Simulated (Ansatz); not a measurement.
Ansatz (a first-principles code) input:

Ansatz 0.2 input:
```yaml
crystal:
  lattice:
    - [0.0, 3.3324239621, 3.3324239621]
    - [3.3324239621, 0.0, 3.3324239621]
    - [3.3324239621, 3.3324239621, 0.0]
  atoms:
    - { symbol: Se, position: [0.25, 0.25, 0.25] }
    - { symbol: Sn, position: [0.0, 0.0, 0.0] }
kpoints:
  mp_grid: { grid: [8, 8, 8] }
  band_path:
    path:
      - [[0.0, 0.0, 0.0], [0.5, 0.0, 0.5], [0.625, 0.25, 0.625]]  # Γ-X-U
      - [[0.375, 0.375, 0.75], [0.0, 0.0, 0.0], [0.5, 0.5, 0.5], [0.5, 0.25, 0.75], [0.5, 0.0, 0.5]]  # K-Γ-L-W-X
    npoints: 12
basis: { xc_grid: 2 }
hamiltonian:
  xc: pbesol
  pseudopotentials: { kind: paw }
magnetization: { noncollinear: true, spin_orbit: true }
scf:
  n_extra_bands: 12
  convergence: { dr2_threshold: 0.0000000001 }
  occupations: { method: gaussian, width: 0.05 }
output: { eigenvalues: true }
```

Output (shortened):

```
Pseudopotential: Se, paw_fr, valence charge 16
Pseudopotential: Sn, paw_fr, valence charge 14
Functional definition: PBEsol
non-collinear run that drives no moment, with spin-orbit …
Crystal: 2 atoms, lattice volume = 74.013 Å³
Basis set: ecut = 420 eV, 1459 PW (Γ), exchange–correlation on 64×64×64 points (8 copies of the dense FFT grid, shifted against one another)
Bands: 42, of which v1, the nominal top of the filled ones, is band 30 counted from 1 (29 counted from 0)
Symmetry: 24 space group operations + 24 with time reversal
k-points: 29 of 512 (time reversal used)
Projection manifold: j_resolved (fully-relativistic pseudo-atomic orbitals)
SCF iter   1: F=—  HF=-11376.606081 eV  |F-HF|=—  |Δ(HF+E_count)|=         —  Δρ=2.12e-2  dr2=4.24e-1  dr2_m=0.00e0 (ungated)  ethr=3.10e-3  |M|=0.00e0 ∫|m|=0.00e0 μB  |m|>n=0.0e0 m-floor=0.0e0 τ_xc=0.0e0  β_m=0.30  ⟨swp⟩=9.4  Hψ=6702  notcnv=0  defer=13
preconditioner: auto → none
SCF iter   2: F=—  HF=-11376.482402 eV  |F-HF|=—  |Δ(HF+E_count)|=   1.24e-1  Δρ=1.23e-2  dr2=1.12e-1  dr2_m=0.00e0 (ungated)  ethr=1.41e-3  |M|=0.00e0 ∫|m|=0.00e0 μB  |m|>n=0.0e0 m-floor=0.0e0 τ_xc=0.0e0  β_m=0.40  ⟨swp⟩=3.6  Hψ=2263  notcnv=0  defer=150
SCF iter   3: F=—  HF=-11376.450064 eV  |F-HF|=—  |Δ(HF+E_count)|=   3.23e-2  Δρ=5.44e-3  dr2=2.04e-2  dr2_m=0.00e0 (ungated)  ethr=3.74e-4  |M|=0.00e0 ∫|m|=0.00e0 μB  |m|>n=0.0e0 m-floor=0.0e0 τ_xc=0.0e0  β_m=0.46  ⟨swp⟩=2.8  Hψ=1720  notcnv=0  defer=150
SCF iter   4: F=—  HF=-11376.444228 eV  |F-HF|=—  |Δ(HF+E_count)|=   5.84e-3  Δρ=9.34e-4  dr2=5.14e-4  dr2_m=0.00e0 (ungated)  ethr=6.80e-5  |M|=0.00e0 ∫|m|=0.00e0 μB  |m|>n=0.0e0 m-floor=0.0e0 τ_xc=0.0e0  β_m=0.52  ⟨swp⟩=2.3  Hψ=1756  notcnv=0  defer=150
SCF iter   5: F=—  HF=-11376.444251 eV  |F-HF|=—  |Δ(HF+E_count)|=   2.40e-5  Δρ=1.75e-4  dr2=1.44e-5  dr2_m=0.00e0 (ungated)  ethr=1.71e-6  |M|=0.00e0 ∫|m|=0.00e0 μB  |m|>n=0.0e0 m-floor=0.0e0 τ_xc=0.0e0  β_m=0.68  ⟨swp⟩=3.0  Hψ=1933  notcnv=0  defer=150
SCF iter   6: F=—  HF=-11376.444271 eV  |F-HF|=—  |Δ(HF+E_count)|=   1.90e-5  Δρ=3.76e-5  dr2=6.52e-7  dr2_m=0.00e0 (ungated)  ethr=4.82e-8  |M|=0.00e0 ∫|m|=0.00e0 μB  |m|>n=0.0e0 m-floor=0.0e0 τ_xc=0.0e0  β_m=0.70  ⟨swp⟩=2.0  Hψ=1361  notcnv=0  defer=150
SCF iter   7: F=—  HF=-11376.444289 eV  |F-HF|=—  |Δ(HF+E_count)|=   1.89e-5  Δρ=4.71e-6  dr2=1.48e-8  dr2_m=0.00e0 (ungated)  ethr=2.17e-9  |M|=0.00e0 ∫|m|=0.00e0 μB  |m|>n=0.0e0 m-floor=0.0e0 τ_xc=0.0e0  β_m=0.77  ⟨swp⟩=2.0  Hψ=2050  notcnv=0  defer=150
SCF iter   8: F=—  HF=-11376.444289 eV  |F-HF|=—  |Δ(HF+E_count)|=   1.07e-8  Δρ=6.16e-7  dr2=6.29e-10  dr2_m=0.00e0 (ungated)  ethr=4.94e-11  |M|=0.00e0 ∫|m|=0.00e0 μB  |m|>n=0.0e0 m-floor=0.0e0 τ_xc=0.0e0  β_m=0.88  ⟨swp⟩=3.0  Hψ=1961  notcnv=0  defer=150
SCF iter   9: F=-11376.444289 eV  HF=-11376.444289 eV  |F-HF|=1.09e-11  |Δ(HF+E_count)|=  4.62e-10  Δρ=8.04e-8  dr2=5.89e-12  dr2_m=0.00e0 (ungated)  ethr=1.00e-12  |M|=0.00e0 ∫|m|=0.00e0 μB  |m|>n=0.0e0 m-floor=0.0e0 τ_xc=0.0e0  ⟨swp⟩=10.0  Hψ=4418  notcnv=0
SCF 1 converged in 9 iterations: F = -11376.444289 eV  dr2 = 5.89e-12
NSCF: frozen V_eff on 74 k-points
SCF converged after 9 iterations
Magnetization: |M| = 0.0000 μB,  M = (+0.0000, +0.0000, +0.0000) μB
Absolute magnetization: 0.0000 μB (∫|m|)
  site 0: m = (+0.0000, +0.0000, +0.0000) μB, |m| = 0.0000 μB  (R = 1.19 Å)
  site 1: m = (+0.0000, +0.0000, +0.0000) μB, |m| = 0.0000 μB  (R = 1.19 Å)
Free energy (F): -11376.444289 eV
Harris-Foulkes:  -11376.444289 eV  (|F-HF|=1.09e-11)
Internal energy: -11376.443899 eV  (E = F + TS)
E sigma→0 (E₀):  -11376.444094 eV
Entropy (-TS):   -0.000391 eV (-0.195 meV/atom)
Fermi energy:    5.634718 eV
--- Per-component energies (eV) ---
  E_band       = -579.351151
  E_kinetic    = 303.268148
  E_local      = -4099.057440  (includes V_loc(G=0)·N_el)
  E_nonlocal   = -623.455041
  E_hartree    = 2082.292079
  E_xc         = -482.874257
  E_vxc        = -194.554970  (∫ρ·V_xc dr)
  E_paw        = -5931.110194  (= ΣΔE_a)
  E_vpaw       = -130.135348  (= ΣTr[D̂ρ^β])
  E_aug_tail   = -0.000577  (compensation charges beyond the density's cutoff)
  E_ewald      = -2626.806938
  E_core_change = 1.300323  (= ΣΔE_core)
  E_smearing   = -0.000391  (= −TS)
  E_closure    = 0.000000  (closes the sum)
  Σ components = -11376.444289   (vs F -11376.444289, Δ=0.00e0)
  [band-id]    e_kinetic+e_local+e_nonlocal+2·e_hartree+e_vxc+e_vpaw+e_augmentation_tail = -579.351071   (vs E_band -579.351151, Δ=8.02e-5)
--- Band table (eV; the first three rows and the last of 29) ---
  k-point 0: bands = ["-42.5727", "-42.5727", "-42.5727", "-42.5727", "-41.6788", "-41.6788", "-41.6779", "-41.6779", "-41.6779", "-41.6779", "-16.6171", "-16.6171", "-16.6171", "-16.6171", "-15.5840", "-15.5840", "-15.5732", "-15.5732", "-15.5732", …
  k-point 1: bands = ["-42.5727", "-42.5727", "-42.5727", "-42.5727", "-41.6788", "-41.6788", "-41.6779", "-41.6779", "-41.6779", "-41.6779", "-16.6172", "-16.6170", "-16.6170", "-16.6168", "-15.5838", "-15.5838", "-15.5735", "-15.5735", "-15.5729", …
  k-point 2: bands = ["-42.5727", "-42.5727", "-42.5727", "-42.5727", "-41.6788", "-41.6788", "-41.6779", "-41.6779", "-41.6779", "-41.6779", "-16.6171", "-16.6167", "-16.6167", "-16.6164", "-15.5834", "-15.5834", "-15.5744", "-15.5744", "-15.5718", …
  k-point 28: bands = ["-42.5727", "-42.5727", "-42.5727", "-42.5726", "-41.6788", "-41.6788", "-41.6779", "-41.6779", "-41.6779", "-41.6779", "-16.6202", "-16.6166", "-16.6144", "-16.6134", "-15.5883", "-15.5780", "-15.5755", "-15.5719", "-15.5705", …
```

Cost: very roughly 29 core-seconds on shared cores.

Space group F-43m (zinc blende). The start of the workflow was typed in or built on a structure type; neither database checked (COD, Materials Project) lists it. It is not the phase usual at ambient conditions (space group No. 62). Symmetry was held in the PBEsol relaxation. At this level the phase is mechanically unstable.

Potentials: the later of the program's two PAW sets.

Ansatz is a plane-wave DFT program.
